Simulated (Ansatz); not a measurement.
SnPt in space group P6/mmm (No. 191; Pt on 3f, Sn on 1a, Sn on 2d), PBEsol in the plane-wave PAW code Ansatz, all energies at zero smearing, with the estimated change up to a 700 eV cutoff added, with one set of potentials and settings (totals compare only within such a set). Cell of 6 atoms (3 Pt, 3 Sn): -55007.525 eV.

```
element                reference phase  E (eV/atom)
-------  -----------------------------  -----------
Pt          Fm-3m, 1 atoms in the cell  -12385.3838
Sn       I4_1/amd, 2 atoms in the cell   -5949.8528
```

Formation energy per atom, worked out: (-55007.525 − 3×(-12385.3838) − 3×(-5949.8528))/6 = -0.303 eV/atom (-29 kJ per mol of atoms), at 0 K, without zero-point energy or fitted corrections.

The cell is a constructed one: a structure type filled with these elements; neither database checked (COD, Materials Project) lists it. COD files the formula under space group No. 194. Whether it is the stable phase at ambient conditions was not checked. The cell was relaxed with PBEsol under the symmetry of its start; its stability against distortions is not shown here. The run is not spin-polarised. The references are the lowest solids computed at this level, not always the standard phases. Spin–orbit coupling is left out wherever it is not named.

Potentials: the earlier of the program's two PAW sets. The files were generated under PBE; for other functionals the program regenerates the frozen cores, and for LDA and PBEsol the local potential too.
